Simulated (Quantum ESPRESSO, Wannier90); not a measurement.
**Tight-binding from DFT: TlI (Cmcm)**

Materials Project entry mp-22858; symmetrised, unrelaxed at this level. COD (Crystallography Open Database) has the formula in 2 space groups, this one among them (matched by group alone). Method: PBEsol plane waves in Quantum ESPRESSO 7.5 (PseudoDojo norm-conserving files, 56 Ry, spinors with spin-orbit coupling), Bloch states on a 6×4×6 mesh through Γ, Wannier90 4.0.1. Density: 8×6×8 mesh, cold smearing 0.01 Ry.

On the energy scale of pw.x, whose zero is arbitrary, the valence-band maximum lies at 4.34 eV.

Input w.win:

```
num_bands = 12
num_wann = 12
exclude_bands = 13-72
spinors = true
num_iter = 1000
conv_tol = 1.0e-6
conv_window = 4
write_hr = true
write_u_matrices = true
auto_projections = true
begin unit_cell_cart
ang
    4.6754900000    0.0000000000    0.0000000000
    0.0000000000    0.0000000000   -5.2436600000
   -2.3377450000    6.5440850000    0.0000000000
end unit_cell_cart
begin atoms_frac
Tl  -0.3915400000  0.2500000000  0.2169200000
Tl   0.3915400000 -0.2500000000 -0.2169200000
I   -0.1360100000  0.2500000000 -0.2720200000
I    0.1360100000 -0.2500000000  0.2720200000
end atoms_frac
mp_grid = 6 4 6
begin kpoints
0.0000000000 0.0000000000 0.0000000000
0.0000000000 0.0000000000 0.1666666667
0.0000000000 0.0000000000 0.3333333333
... (141 more lines: the 6x4x6 mesh through Gamma)
end kpoints
```

Input of pw2wannier90.x that gives the overlap and projection files (equivalent; here they were cut from one run over all bands):

```
&inputpp
  outdir = './out'
  prefix = 'pwscf'
  seedname = 'w'
  write_amn = .true.
  write_mmn = .true.
  scdm_proj = .true.
  scdm_entanglement = 'isolated'
/
```

Output w.wout (banner and timings cut):

```
                                    ------
                                    SYSTEM
                                    ------

                              Lattice Vectors (Ang)
                    a_1     4.675490   0.000000   0.000000
                    a_2     0.000000   0.000000  -5.243660
                    a_3    -2.337745   6.544085   0.000000

                   Unit Cell Volume:     160.43924  (Ang^3)

                        Reciprocal-Space Vectors (Ang^-1)
                    b_1     1.343856   0.480066   0.000000
                    b_2     0.000000   0.000000  -1.198244
                    b_3    -0.000000   0.960132   0.000000

 *----------------------------------------------------------------------------*
 |   Site       Fractional Coordinate          Cartesian Coordinate (Ang)     |
 +----------------------------------------------------------------------------+
 | tl   1  -0.39154   0.25000   0.21692   |   -2.33774   1.41954  -1.31092    |
 | tl   2   0.39154  -0.25000  -0.21692   |    2.33774  -1.41954   1.31092    |
 | i    1  -0.13601   0.25000  -0.27202   |    0.00000  -1.78012  -1.31092    |
 | i    2   0.13601  -0.25000   0.27202   |    0.00000   1.78012   1.31092    |
 *----------------------------------------------------------------------------*
                                ------------
                                K-POINT GRID
                                ------------

             Grid size =  6 x  4 x  6      Total points =  144

 *---------------------------------- MAIN ------------------------------------*
 |  Number of Wannier Functions               :                12             |
 |  Number of Objective Wannier Functions     :                12             |
 |  Number of input Bloch states              :                12             |
 |  Output verbosity (1=low, 5=high)          :                 1             |
 |  Timing Level (1=low, 5=high)              :                 1             |
 |  Optimisation (0=memory, 3=speed)          :                 3             |
 |  Length Unit                               :               Ang             |
 |  Post-processing setup (write *.nnkp)      :                 F             |
 |  Using Gamma-only branch of algorithms     :                 F             |
 *----------------------------------------------------------------------------*
 *------------------------------- WANNIERISE ---------------------------------*
 |  Total number of iterations                :              1000             |
 |  Number of CG steps before reset           :                 5             |
 |  Trial step length for line search         :             2.000             |
 |  Convergence tolerence                     :         0.100E-05             |
 |  Convergence window                        :                 4             |
 |  Iterations between writing output         :                 1             |
 |  Iterations between backing up to disk     :               100             |
 |  Write r^2_nm to file                      :                 F             |
 |  Write xyz WF centres to file              :                 F             |
 |  Write on-site energies <0n|H|0n> to file  :                 F             |
 |  Use guiding centre to control phases      :                 F             |
 |  Use phases for initial projections        :                 F             |
 *----------------------------------------------------------------------------*
 *-------------------------------- PLOTTING ----------------------------------*
 |  Plotting Hamiltonian in WF basis          :                 T             |
 *----------------------------------------------------------------------------*

       ... (k-mesh section left out)

 Starting a new Wannier90 calculation ...

 Reading overlaps from w.mmn

 Reading projections from w.amn

 *------------------------------- WANNIERISE ---------------------------------*
 +--------------------------------------------------------------------+<-- CONV
 | Iter  Delta Spread     RMS Gradient      Spread (Ang^2)            |<-- CONV
 +--------------------------------------------------------------------+<-- CONV

 ------------------------------------------------------------------------------
 Initial State
  WF centre and spread    1  (  2.339764, -1.837700,  1.353558 )     2.96696185
  WF centre and spread    2  ( -2.338863,  1.612428, -1.352237 )     2.32800850
  WF centre and spread    3  (  2.336823, -1.423058,  1.313680 )     0.69699791
  WF centre and spread    4  ( -2.342791,  2.031553, -1.393504 )     4.45904085
  WF centre and spread    5  ( -2.336196,  1.586783, -1.317200 )     1.94592114
  WF centre and spread    6  (  2.336779, -1.440004,  1.309363 )     0.73432095
  WF centre and spread    7  (  2.337575, -1.425283,  1.310412 )     0.69590625
  WF centre and spread    8  ( -2.335946,  1.510700, -1.316040 )     1.29260496
  WF centre and spread    9  (  0.000920, -1.805891, -1.309806 )     1.59486020
  WF centre and spread   10  (  0.001058,  1.806663,  1.313835 )     1.61965293
  WF centre and spread   11  (  2.344313, -3.405527,  1.633947 )     7.80573216
  WF centre and spread   12  ( -2.344314,  2.686602, -1.395131 )     7.88461700
  Sum of centres and spreads ( -0.000877, -0.102736,  0.150876 )    34.02462469

      0     0.340E+02     0.0000000000       34.0246246517  <-- CONV
        O_D=      2.6251488 O_OD=     20.4839917 O_TOT=     34.0246247 <-- SPRD
 ------------------------------------------------------------------------------
      1    -0.573E+01     2.8674414105       28.2919005221  <-- CONV
        O_D=      2.0909634 O_OD=     15.2854530 O_TOT=     28.2919005 <-- SPRD
      2    -0.267E+01     3.2142318530       25.6194040731  <-- CONV
        O_D=      1.0930225 O_OD=     13.6108974 O_TOT=     25.6194041 <-- SPRD
      3    -0.243E+01     2.4680936760       23.1902138847  <-- CONV
        O_D=      1.1943975 O_OD=     11.0803323 O_TOT=     23.1902139 <-- SPRD
      4    -0.249E+01     2.4590440472       20.7026724969  <-- CONV
        O_D=      1.2879418 O_OD=      8.4992466 O_TOT=     20.7026725 <-- SPRD
      5    -0.244E+01     2.7785045318       18.2657348105  <-- CONV
        O_D=      1.0831423 O_OD=      6.2671084 O_TOT=     18.2657348 <-- SPRD
       ... (lines left out)
     29    -0.270E-06     0.0008410406       10.9265804381  <-- CONV
        O_D=      0.0000938 O_OD=      0.0110024 O_TOT=     10.9265804 <-- SPRD
     30    -0.100E-06     0.0004345576       10.9265803377  <-- CONV
        O_D=      0.0000938 O_OD=      0.0110023 O_TOT=     10.9265803 <-- SPRD
     31    -0.592E-07     0.0004717085       10.9265802785  <-- CONV
        O_D=      0.0000938 O_OD=      0.0110023 O_TOT=     10.9265803 <-- SPRD
             <<<     Delta < 1.000E-06  over  4 iterations     >>>
             <<< Wannierisation convergence criteria satisfied >>>
 Final State
  WF centre and spread    1  (  2.337704, -1.421435,  1.310925 )     0.63008291
  WF centre and spread    2  ( -2.337709,  1.421518, -1.310905 )     0.63019205
  WF centre and spread    3  (  2.337827, -1.420135,  1.310908 )     0.62873741
  WF centre and spread    4  ( -2.337831,  1.420096, -1.310921 )     0.62869758
  WF centre and spread    5  ( -2.337478,  1.421837, -1.310921 )     0.62977597
  WF centre and spread    6  (  2.337467, -1.421839,  1.310910 )     0.62980453
  WF centre and spread    7  (  2.337983, -1.420371,  1.310917 )     0.62721103
  WF centre and spread    8  ( -2.337963,  1.420329, -1.310913 )     0.62715479
  WF centre and spread    9  ( -0.000000, -1.800838, -1.310915 )     1.47373500
  WF centre and spread   10  (  0.000000,  1.800838,  1.310915 )     1.47373516
  WF centre and spread   11  (  2.337745, -4.743247,  1.310915 )     1.47372660
  WF centre and spread   12  ( -2.337745,  4.743247, -1.310915 )     1.47372731
  Sum of centres and spreads (  0.000000,  0.000000,  0.000000 )    10.92658033

         Spreads (Ang^2)       Omega I      =    10.915484168
        ================       Omega D      =     0.000093805
                               Omega OD     =     0.011002305
    Final Spread (Ang^2)       Omega Total  =    10.926580279
```
